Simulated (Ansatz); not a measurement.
A plane-wave DFT run in Ansatz 0.2.0 (scalar-relativistic PAW potentials unless the input names others): input and command.

```yaml
crystal:
  lattice:
    - [3.12686102, 0.0, 0.0]
    - [-1.56343051, 2.7079410774, 0.0]
    - [0.0, 0.0, 7.3520616845]
  atoms:
    - { symbol: Ca, position: [0.0, 0.0, 0.0] }
    - { symbol: Ca, position: [0.0, 0.0, 0.5] }
    - { symbol: B, position: [0.6666666667, 0.3333333333, 0.25] }
    - { symbol: B, position: [0.3333333333, 0.6666666667, 0.75] }
    - { symbol: C, position: [0.6666666667, 0.3333333333, 0.75] }
    - { symbol: C, position: [0.3333333333, 0.6666666667, 0.25] }
basis:
  ecutwfc: 420
kpoints:
  mp_grid: { grid: [0, 24, 8] }
hamiltonian:
  xc: pbe
scf:
  occupations: { method: gaussian, width: 0.15 }
  max_iter: 75
output:
  forces: true
  eigenvalues: true
  stress: true
```

```bash
ansatz run input.yaml --threads 1 --pin off --max-ram 2560MiB --backend cpu --events-out ev --progress --plain --runs-dir out
```

Q: What is wrong with this input?

A: The program refuses it, because of a mesh with a zero (kpoints.mp_grid.grid: [24, 24, 8] → [0, 24, 8]). With the sound run's settings it is accepted.

Abridged log:
```
Error: invalid value for `kpoints.mp_grid.grid`: each dimension must be in 1..=255
```